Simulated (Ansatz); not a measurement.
**Structure types of V compared at 780 GPa**

Structure types of V are relaxed in primitive cells with their symmetry kept at 780 GPa, first on PAW files, then by LAPW. The enthalpy is E + pV at zero temperature, without zero-point motion. Only the types listed were tried, and differences under about 5 meV/atom are mesh noise. Not among the end structures: fcc, which may lie lower.

Computed with Ansatz 0.2.0; functional LDA, scalar-relativistic. Settings: Fermi–Dirac smearing of 0.08 eV, no spin polarisation. Methods: LAPW: all electrons, basis error target 0.5 meV/atom; PAW: frozen-core files, cutoff 420 eV.

k meshes: bcc 24×24×24, hcp 22×22×12, diamond 17×17×17, beta tin 23×23×23, omega 12×12×16.

The PAW files were made under PBE.

Q: Order the types by LAPW enthalpy, lowest first.
A. bcc
B. beta tin
C. hcp
D. omega
E. diamond

A: A (0 meV/atom), D (641 meV/atom), C (699 meV/atom), B (1153 meV/atom), E (6805 meV/atom).

```csv
start type,ends as,"a, b, c (Å)",V (Å³/atom),"H − H(lowest), LAPW (meV/atom)","same, PAW"
bcc,"bcc, Im-3m","2.205, 2.205, 2.205",5.36,0.0,0.0
hcp,"hcp, P6_3/mmc","1.916, 1.916, 3.358",5.34,698.6,691.8
diamond,"diamond, Fd-3m","3.670, 3.670, 3.670",6.18,6805.3,6507.2
beta tin,"beta tin, I4_1/amd","3.407, 3.407, 1.912",5.55,1152.7,1115.5
omega,"omega, P6/mmm","3.230, 3.230, 1.795",5.41,640.8,632.4
```
